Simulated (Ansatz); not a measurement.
**Computed properties of Si**

Si:
```yaml
crystal:
  lattice:
    - [-3.19551, 3.19551, 3.19551]
    - [3.19551, -3.19551, 3.19551]
    - [3.19551, 3.19551, -3.19551]
  atoms:
    - { symbol: Si, position: [0.25000, 0.25000, 0.25000] }
    - { symbol: Si, position: [0.50000, 0.00000, 0.25000] }
    - { symbol: Si, position: [0.00000, 0.25000, 0.50000] }
    - { symbol: Si, position: [0.25000, 0.50000, 0.00000] }
```

Space group I4_132 (No. 214); conventional cell a = 6.3910 Å, b = 6.3910 Å, c = 6.3910 Å, α = 90.00°, β = 90.00°, γ = 90.00°.

Method: the program Ansatz at the PBEsol level (PAW). The cell and atoms are relaxed at this level. Other levels are named where they apply.

Cell and energy:

```yaml
volume_per_atom: 32.63 Å³
density: 1.43 g/cm³
```

Electronic structure:

```yaml
electronic_character: metallic (no gap)
Density of states at the Fermi level: 0.82 states/eV per atom (mean over ±0.08 eV)
```

Mechanics:

```yaml
Bulk modulus (Birch–Murnaghan fit): 45.7 GPa
Pressure derivative B′: 5.2
Elastic constants (relaxed ions, GPa): C11 = 42.1, C12 = 48.8, C44 = -13.0
mechanical_stability: unstable (C has a negative eigenvalue)
```

Phonons:

```yaml
highest_zone_centre_frequency: 517 cm⁻¹
zone_centre_stability: unstable, softest mode 109i cm⁻¹
```

The start of the workflow was typed in or built on a structure type; neither database checked (COD, Materials Project) lists it. It is not the phase usual at ambient conditions (space group No. 227). The cell was relaxed with PBEsol under the symmetry of its start. As this level gives no gap, shear constants depend on the k-mesh and smearing (Fermi–Dirac, 0.1 eV here). As this level gives no gap, phonon frequencies hold no LO–TO term and depend on the k-mesh and smearing (Fermi–Dirac, 0.1 eV here).

Potentials: the later of the program's two PAW sets.
